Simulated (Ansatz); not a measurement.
# Run times of several calculations on Sc6WO12

Cell: 19 atoms, space group R-3, a = 6.136 Å, b = 6.136 Å, c = 6.136 Å, α = 98.92°, β = 98.92°, γ = 98.92°.

All runs are DFT with Ansatz 0.2.0 on 2 threads of AMD EPYC 9R45 96-Core Processor (Zen 5) (x86_64; 32 cores open to the job, memory cap 5.0 GiB, no GPU), a shared host.

Problem. Rank the runs by wall time, shortest first.
A. single point at relaxed positions, PBE with spin–orbit coupling, 420 eV, 4×4×4 k-points, smearing 0.02 eV
B. relaxation of the ions, PBE, 420 eV, 4×4×4 k-points, smearing 0.02 eV
C. single point at relaxed positions, r2SCAN, 500 eV, 4×4×4 k-points, smearing 0.02 eV

Solution. C (12 s, 1.2 GiB), B (26 s, 0.85 GiB), A (50 s, 2.2 GiB).
